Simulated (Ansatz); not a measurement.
Total density of states per atom from DFT-LDA in the program Ansatz with PAW potentials, in 0.25 eV bins, energy from the valence-band maximum:

```
E (eV) | states/eV/atom
    -7.85 | ################ 1.02
    -7.60 | ############## 0.92
    -7.35 | ########## 0.61
    -7.10 | ## 0.12
    -6.85 |  0.00
    -6.60 |  0.00
    -6.35 |  0.00
    -6.10 |  0.00
    -5.85 |  0.00
    -5.60 |  0.00
    -5.35 |  0.00
    -5.10 |  0.00
    -4.85 |  0.00
    -4.60 |  0.00
    -4.35 |  0.00
    -4.10 |  0.00
    -3.85 | ## 0.11
    -3.60 | ######## 0.52
    -3.35 | ############ 0.79
    -3.10 | ############# 0.80
    -2.85 | #################### 1.24
    -2.60 | ################# 1.11
    -2.35 | ##################### 1.35
    -2.10 | ################# 1.07
    -1.85 | ################# 1.07
    -1.60 | ###################### 1.41
    -1.35 | ###################### 1.42
    -1.10 | ############################## 1.90
    -0.85 | ################ 1.00
    -0.60 | ################## 1.16
    -0.35 | ############### 0.97
    -0.10 | # 0.07
     0.15 |  0.00
     0.40 |  0.00
     0.65 |  0.00
     0.90 |  0.00
     1.15 |  0.00
     1.40 |  0.00
     1.65 |  0.00
     1.90 |  0.00
     2.15 | # 0.04
     2.40 | ### 0.17
     2.65 | ######### 0.59
     2.90 | ################### 1.22
     3.15 | ################# 1.06
     3.40 | ######################### 1.56
     3.65 | ##################### 1.35
     3.90 | ################## 1.12
     4.15 | ######### 0.55
     4.40 | ##### 0.34
     4.65 | # 0.06
     4.90 | ### 0.20
     5.15 | ##### 0.31
     5.40 | ####### 0.47
     5.65 | ########## 0.63
     5.90 | ########## 0.61
     6.15 | ###### 0.35
     6.40 | ###### 0.36
     6.65 | ########## 0.64
```

### Question
Which compound is it?
A. As, A7 (α-As type)
B. Cr, bcc (W type)
C. Pd, fcc (Cu type)
D. PbI2, CdI2 type

### Answer
D, PbI2, CdI2 type. Top 1 eV of the valence band: I 5p 88 %, Pb 6s 9 %. Bottom 1 eV of the conduction band: Pb 6p 71 %, I 5p 18 %, I 5s 6 %, outside the projected shells 5 %. Projections are on Löwdin-orthogonalised atomic valence shells; empty p or d shells of many metals are not among them.

Space group P-3m1 (CdI2 type). Symmetry was held in the LDA relaxation; of distortions, only those at the zone centre were tested. A crystal of weakly bound layers computed without a dispersion correction: the cell and the soft elastic constants depend strongly on that. Scalar-relativistic: spin–orbit coupling is off unless named, which matters more the heavier the elements.

Potentials: the later of the program's two PAW sets.
